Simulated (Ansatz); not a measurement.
An ordered 4-atom cell of SiC3 on the diamond lattice (P-4m2), relaxed with r2SCAN: it is tetragonal, P-4m2 (No. 115); a = 2.796 Å, c = 4.090 Å in the conventional setting, 8.00 Å³ an atom. C is surrounded by 2 C at 1.65 Å and 2 Si at 1.82 Å; C is surrounded by 4 C at 1.65 Å; Si is surrounded by 4 C at 1.82 Å. One-shot G0W0@PBE in the PAW code Ansatz on a 6×6×4 mesh (contour deformation, no spin-orbit coupling), from a PBE gap of 1.644 eV over the mesh points (the G0W0 gap is indirect on the mesh); the number N of bands summed and the screening cutoff rise together. No spin polarisation. The prototype was imposed, so other structures may be more stable.

```csv
N,cutoff (eV),1000/N,G0W0 gap (eV)
80,100,12.500,2.337
183,180,5.464,2.538
```

Q: Lay a straight line in 1000/N through these rows.

A: The slope is -0.0286 eV per unit of 1000/N and the intercept 2.694 eV.

Q: Predict the gap at N = 348 (260 eV).

A: 2.694 + (-0.0286) × 2.874 = 2.612 eV; the run gives 2.613 eV, +0.001 eV from the line.

Q: With that run's result added, what limit do the last two rows suggest?

A: Their slope is (2.613 − 2.538)/(2.874 − 5.464) = -0.0290, which meets 1/N = 0 at 2.70 eV, against 2.694 eV from the first line. The two lines nearly agree; the k mesh isn't extrapolated.
